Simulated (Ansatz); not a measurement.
BN (P6_3/mmc): one-shot GW input and result

The calculation used G0W0@PBE, full frequency by contour deformation, all-electron datasets in plane waves (scalar-relativistic, Gaussian nuclei) (Ansatz).

The input was:

```yaml
crystal:
  lattice:
    - [2.504, 0.0, 0.0]
    - [-1.252, 2.168527611076, 0.0]
    - [0.0, 0.0, 6.661]
  atoms:
    - { symbol: B, position: [0.333333333333, 0.666666666667, 0.25] }
    - { symbol: B, position: [0.666666666667, 0.333333333333, 0.75] }
    - { symbol: "N", position: [0.666666666667, 0.333333333333, 0.25] }
    - { symbol: "N", position: [0.333333333333, 0.666666666667, 0.75] }
kpoints:
  mp_grid: { grid: [3, 3, 2], shift: [0, 0, 0] }
hamiltonian:
  xc: pbe
  pseudopotentials: { kind: all_electron, nuclear_model: gaussian }
scf:
  occupations: { method: fixed }
  convergence: { dr2_threshold: "1e-9 eV" }
  lower_state_search: "off"
output:
  forces: false
  stress: false
gw:
  n_empty_bands: 699
  ecut_chi: 280.0
  qp_bands: [v1, c1]
  qp_kpoints: [[0, 0, 0], [0.333333333333, 0.333333333333, 0]]
  screening: { model: contour_deformation }
```

The input is rewritten from the run's settings (development build, wave cutoff 3300 eV).

Linearised quasiparticle energies, zero at the top filled Kohn-Sham level among these points. VB is the top filled band, CB the lowest empty one. The wave cutoff came out at 3300 eV.

```json
{"k": "Γ", "band": "VB", "ε_KS (eV)": "-1.22", "Σx − Vxc (eV)": "-3.82", "Σc (eV)": "2.34", "Z": "0.79", "ε_QP (eV)": "-2.38"}
{"k": "Γ", "band": "CB", "ε_KS (eV)": "5.29", "Σx − Vxc (eV)": "4.18", "Σc (eV)": "-3.88", "Z": "0.84", "ε_QP (eV)": "5.54"}
{"k": "K", "band": "VB", "ε_KS (eV)": "0.00", "Σx − Vxc (eV)": "-2.75", "Σc (eV)": "1.76", "Z": "0.78", "ε_QP (eV)": "-0.77"}
{"k": "K", "band": "CB", "ε_KS (eV)": "4.90", "Σx − Vxc (eV)": "5.77", "Σc (eV)": "-4.65", "Z": "0.81", "ε_QP (eV)": "5.80"}
```

The gap (direct at K) opens from 4.90 eV to 6.57 eV.

G0W0 moves a band edge: among the points solved the smallest quasiparticle gap is 6.31 eV, from K to Γ. The mesh is coarse, so these are values at the stated settings, not converged ones. Band sums or response are cut, so the gap isn't at its basis limit. The gap is read among the points solved; the crystal's band edges can lie elsewhere. So coarse a mesh can overscreen strongly, which shrinks the G0W0 correction.
